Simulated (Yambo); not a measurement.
Yambo run on FeB$_{2}$ (space group Pnma, No. 62). The wavefunctions come from this Quantum ESPRESSO step (PBEsol, PseudoDojo standard norm-conserving files, scalar-relativistic):

```
&CONTROL
  calculation = 'nscf'
  pseudo_dir = './pseudo'
  outdir = './out'
/
&SYSTEM
  ibrav = 0
  nat = 12
  ntyp = 2
  ecutwfc = 90.0
  ecutrho = 360.0
  occupations = 'fixed'
  force_symmorphic = .true.
  nbnd = 154
/
&ELECTRONS
  conv_thr = 1.2000000000000002e-08
  diago_full_acc = .true.
  diago_thr_init = 1e-08
/
ATOMIC_SPECIES
B 10.8100 B.upf
Fe 55.8450 Fe.upf
CELL_PARAMETERS angstrom
  4.820400000000   0.000000000000   0.000000000000
  0.000000000000   4.808050000000   0.000000000000
  0.000000000000   0.000000000000   3.741800000000
ATOMIC_POSITIONS crystal
B   0.660910000000   0.069280000000   0.106600000000
B   0.339090000000   0.930720000000   0.893400000000
B   0.839090000000   0.930720000000   0.606600000000
B   0.160910000000   0.069280000000   0.393400000000
B   0.160910000000   0.430720000000   0.393400000000
B   0.839090000000   0.569280000000   0.606600000000
B   0.339090000000   0.569280000000   0.893400000000
B   0.660910000000   0.430720000000   0.106600000000
Fe   0.480430000000   0.750000000000   0.375950000000
Fe   0.519570000000   0.250000000000   0.624050000000
Fe   0.019570000000   0.250000000000   0.875950000000
Fe   0.980430000000   0.750000000000   0.124050000000
K_POINTS automatic
2 2 4 0 0 0
```

Yambo input:

```
rim_cut
gw0
dyson
el_el_corr
HF_and_locXC
ppa
em1d
RandQpts= 1000000
RandGvec= 1 Ry
EXXRLvcs= 90 Ry
VXCRLvcs= 360 Ry
Chimod= "HARTREE"
% BndsRnXp
 17 | 153 |
%
NGsBlkXp= 7 Ry
% LongDrXp
 1.0 | 1.0 | 1.0 |
%
PPAPntXp= 27.2114 eV
% GbndRnge
 1 | 153 |
%
GTermKind= "BG"
DysSolver= "n"
ExtendOut
% QPkrange
 1 | 1 | 44 | 45 |
 3 | 3 | 44 | 45 |
 4 | 4 | 44 | 45 |
 6 | 6 | 44 | 45 |
 9 | 9 | 44 | 45 |
 10 | 10 | 44 | 45 |
 12 | 12 | 44 | 45 |
%
```

k points by index: 1 = Γ, 3 = (0, 0, -0.5), 4 = (0, -0.5, 0), 6 = (0, -0.5, -0.5), 9 = (-0.5, 0, -0.5), 10 = (-0.5, -0.5, 0), 12 = (-0.5, -0.5, -0.5).

The o-*.qp file then holds:

```
#    K-point    Band    Eo [eV]    E [eV]    E-Eo [eV]    Vxc [eV]    Vnlxc [eV]    Sc|Eo [eV]    Sc|E [eV]    dSc/dw|Eo [eV]    Re(Z)    Im(Z)
#
    1    44    -0.451230    0.320510    0.771740    -28.08085    -31.67350    4.660825    4.364391    -10.45381    0.722450    -0.001762
    1    45    0.880679    1.689321    0.808642    -26.84345    -23.45725    -2.279086    -2.577560    -10.04302    0.730417    -0.001685
    3    44    -0.854251    -0.120887    0.733364    -26.96692    -30.60915    4.656617    4.375598    -10.42898    0.722927    -0.001799
    3    45    0.490737    1.317201    0.826464    -26.62247    -22.77929    -2.706310    -3.016715    -10.21910    0.726980    -0.001787
    4    44    -0.966459    -0.338242    0.628217    -24.42552    -27.00297    3.429106    3.205663    -9.679951    0.737605    -0.001659
    4    45    0.846880    1.664799    0.817920    -26.69994    -22.74229    -2.833507    -3.139729    -10.18658    0.727612    -0.001843
    6    44    0.000000    0.687529    0.687529    -26.47503    -28.93563    3.396551    3.148130    -9.833325    0.734552    -0.001614
    6    45    0.570536    1.335581    0.765045    -24.84289    -20.83187    -2.971429    -3.245971    -9.763910    0.735930    -0.001724
    9    44    -0.389750    0.330543    0.720293    -26.81613    -29.10623    3.281602    3.010396    -10.24688    0.726441    -0.001749
    9    45    0.426855    1.154454    0.727599    -24.58448    -21.59015    -2.009604    -2.266732    -9.615593    0.738894    -0.001655
    10    44    -0.723090    0.017862    0.740952    -27.08679    -29.92321    3.858860    3.577368    -10.33917    0.724655    -0.001800
    10    45    1.641130    2.365876    0.724746    -24.57905    -20.31273    -3.284459    -3.541573    -9.651985    0.738163    -0.002049
    12    44    -0.412752    0.337922    0.750674    -27.31048    -29.22778    2.952006    2.667974    -10.29695    0.725471    -0.001727
    12    45    1.113759    1.829447    0.715687    -23.82772    -20.36693    -2.500812    -2.745099    -9.287229    0.745542    -0.001633
```
(The two width columns are left out.) Convergence of these settings isn't established.

Geometry of the Materials Project entry, not relaxed at this level.

The structure is a Materials Project entry; no match was found in the copy of COD used, and its stability was not checked.

The runs are not spin-polarised; magnetic order was not tried.
